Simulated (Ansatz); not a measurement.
**Structure relaxation, Te2Mo**

The start is a generated trial cell of Te2Mo in the AFLOW prototype AB2_oC24_41_2a_2b (C_e, as in Sn2Pd). Cell shape, volume and atoms are optimised at zero target pressure with r2SCAN (plane waves to 500 eV, PAW, scalar-relativistic; Ansatz, a program for electronic structure). The first steps use a coarse 3×3×3 k-mesh.

Starting cell:
```
CELL_PARAMETERS angstrom
      7.39836     0.00000     0.00000
      0.00000     3.69918     6.94096
      0.00000    -3.69918     6.94096
ATOMIC_POSITIONS crystal
  Mo 0.00000 0.99000 0.99000
  Mo 0.50000 0.49000 0.49000
  Mo 0.00000 0.76200 0.76200
  Mo 0.50000 0.26200 0.26200
  Te 0.65800 0.03300 0.71700
  Te 0.34200 0.71700 0.03300
  Te 0.15800 0.21700 0.53300
  Te 0.84200 0.53300 0.21700
  Te 0.75000 0.37500 0.87500
  Te 0.25000 0.87500 0.37500
  Te 0.25000 0.37500 0.87500
  Te 0.75000 0.87500 0.37500
```

* **Largest initial force**: about 0.8 eV/Å, on Mo3, Mo4 (atoms numbered as listed)
* **Outcome**: The space group goes from Aea2 (No. 41) to Cmce (No. 64), with 12 atoms in the primitive cell
* **Energy released**: 0.56 eV/atom
* **Volume change**: -26.6 %, from 31.66 to 23.23 Å³/atom
* **Band gap at the end**: zero (metallic)
* **Optimiser moves**: 12

Final structure:

Space group Cmce (No. 64); a = 12.8859 Å, b = 6.5721 Å, c = 6.5822 Å, α = β = γ = 90.00°

```json
[
 {"atom": "Mo", "site": "8d", "symmetry": "2..", "x": "0.1127", "y": "0.0000", "z": "0.0000"},
 {"atom": "Te", "site": "8f", "symmetry": "m..", "x": "0.0000", "y": "0.3400", "z": "0.1677"},
 {"atom": "Te", "site": "8e", "symmetry": ".2.", "x": "0.2500", "y": "0.2364", "z": "0.2500"}
]
```
(The calculation used a cell of 12 atoms; values per cell refer to that cell.)

Final values are on a 7×7×6 k-mesh of the relaxed cell. No spin polarisation in the result.

The run could not lose the symmetry of its start: the end is stationary, and may be a saddle point rather than a minimum.

The relaxed structure here is a generated cell of Te2Mo: the first start was made by placing the elements on the sites of a structure type, and the end was not matched to a known phase here, so it may be hypothetical. Known forms of Te2Mo include space group No. 194.
